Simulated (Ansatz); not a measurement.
Relaxed KF (rock salt):

```xyz
4
Lattice="0.0000 5.4208 5.4208 2.7104 0.0000 2.7104 2.7104 2.7104 0.0000" Properties=species:S:1:pos:R:3 pbc="T T T"
F      0.0000     0.0000     0.0000
F      2.7104     5.4208     2.7104
K      2.7104     2.7104     2.7104
K      2.7104     5.4208     5.4208
```

The atoms are displaced by Q × the pattern below (from a DFPT mode at L = (0.5, 0.0, 0.0), largest move 1; Q in Å), at fixed cell. (q is in reciprocal vectors of the primitive cell; the cell shown is doubled to hold the pattern.)

| atom | x | y | z |
|---|---|---|---|
| K3 | 0.577 | -0.577 | -0.577 |
| K4 | -0.577 | 0.577 | 0.577 |

Atoms not listed stay in place.

Calculation: PBE (plane waves to 420 eV, PAW, scalar-relativistic; Ansatz, a quantum-chemistry and plane-wave program). k mesh 11×11×11 (Γ-centred), Fermi-Dirac smearing 0.05 eV. E stands for the smeared free energy. Stress and pressure are positive under compression. KF was relaxed with its symmetry unable to fall. ΔE is measured from the undisplaced structure.

### Question
What ΔE (eV/cell) and P (GPa) does the calculation give at Q (Å) = -0.100, -0.067, -0.033, -0.017, 0.067?

### Answer
```
Q (Å)   ΔE (eV/cell)  P (GPa)
------  ------------  -------
-0.100        0.0502     0.16
-0.067        0.0223     0.07
-0.033        0.0056     0.02
-0.017        0.0014     0.01
0.067         0.0223     0.07
```

(A displaced cell: forces are minus the slopes of the energy, force constants its curvatures, and phonons follow from these.)
